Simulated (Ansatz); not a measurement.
ScNb: a run of Ansatz with trial settings.

```yaml
crystal:
  lattice:
    - [3.0656443612, 0.0, 0.0]
    - [-1.5328221806, 2.6549258957, 0.0]
    - [0.0, 0.0, 5.072194]
  atoms:
    - { symbol: Sc, position: [0.0, 0.0, 0.0] }
    - { symbol: Nb, position: [0.3333333333, 0.6666666667, 0.5] }
basis:
  ecutwfc: 420
kpoints:
  mp_grid: { grid: [6, 6, 4] }
hamiltonian:
  xc: pw92
scf:
  occupations: { method: methfessel_paxton, width: 0.16 }
output:
  forces: true
  stress: true
  eigenvalues: true
```

Command:

```bash
ansatz run input.yaml --threads 1 --pin off --max-ram 1331MiB --backend cpu --events-out ev --progress --plain --runs-dir out
```

From the log (HF is the Harris–Foulkes energy, dr2 the density residual in eV):

```text
Pseudopotential: Sc, paw, valence charge 11, recommended cutoff 420 eV (normal)
Pseudopotential: Nb, paw, valence charge 13, recommended cutoff 420 eV (normal)
Crystal: 2 atoms, lattice volume = 41.283 Å³
Basis set: ecut = 420 eV, 785 PW (Γ)
Bands: 16, of which v1, the nominal top of the filled ones, is band 12 counted from 1 (11 counted from 0)
Symmetry: 12 space group operations
Space group: P-6m2 (ITA 187), of the structure as read, at distance tolerance 3.5e-5 Å
k-points: 21 of 144 (time reversal used)
PAW frozen core: Sc, regenerated for the run's functional, and the local potential with it (the file was generated under x = pbe(κ = 0.804, μ = 0.2195), c = pbe(β = 0.0667))
PAW frozen core: Nb, regenerated for the run's functional, and the local potential with it (the file was generated under x = pbe(κ = 0.804, μ = 0.2195), c = pbe(β = 0.0667))
Initial density: superposition of atomic densities, corrected by the library's trained network
SCF iter   1: HF=-6531.122466 eV  Δρ=8.66e-3  dr2=2.82e-2
SCF iter   2: HF=-6531.118603 eV  S|Δr|=    0.00e0  Δρ=3.26e-3  dr2=3.67e-3
SCF iter   3: HF=-6531.118325 eV  S|Δr|=    0.00e0  Δρ=1.56e-3  dr2=1.31e-3
SCF iter   4: HF=-6531.118254 eV  S|Δr|=    0.00e0  Δρ=4.45e-4  dr2=3.52e-5
SCF iter   5: HF=-6531.118258 eV  S|Δr|=    0.00e0  Δρ=5.94e-5  dr2=1.19e-6
SCF iter   6: F=-6531.118258 eV  HF=-6531.118258 eV  S|Δr|=    0.00e0  Δρ=8.29e-6  dr2=1.27e-8
SCF 1 converged in 6 iterations: F = -6531.118258 eV  dr2 = 1.27e-8
SCF converged after 6 iterations
Stability not checked: this state was not tested for a lower state beside it, because cold or Methfessel-Paxton smearing, or corrected tetrahedra, fill the levels in a way that the test cannot read (fill_not_monotonic; see scf.lower_state_search)
Free energy (F): -6531.118258 eV
E sigma→0 (E₀):  -6531.119069 eV
Entropy (-TS):   0.003244 eV (1.622 meV/atom)
Fermi energy:    13.115749 eV
--- Forces (eV/Å), atoms counted from 1 ---
  atom   1  Sc    -0.00000000     0.00000000     0.00000000
  atom   2  Nb     0.00000000    -0.00000000     0.00000000
--- Stress (GPa, compression-positive) ---
       -8.236141      -0.000000       0.000000
       -0.000000      -8.236141       0.000000
        0.000000       0.000000      -6.550560
  P = ⅓ Tr σ = -7.6743 GPa (-76.743 kbar)
```

The inputs are trials, many of them unsound on purpose. Their numbers show the effect of the settings and aren't properties of the material.